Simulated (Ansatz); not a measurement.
Q: Name crystals whose computed values (DFT-PBEsol in the program Ansatz with PAW potentials) fall in these windows: B₀ by P(V) fit (GPa) 95 to 130; Θ_D (K) 210 to 280; G_Hill (GPa) 31 to 38.

A: 

```tsv
crystal	B₀ by P(V) fit (GPa)	Θ_D (K)	G_Hill (GPa)
Ag, fcc (Cu type)	118	233	33.7
```
Others may fit too.

The cell was relaxed under the symmetry of its start. Rows with no word on spin ran without spin polarisation. Spin–orbit coupling is left out wherever it is not named.

Potentials: the later of the program's two PAW sets.
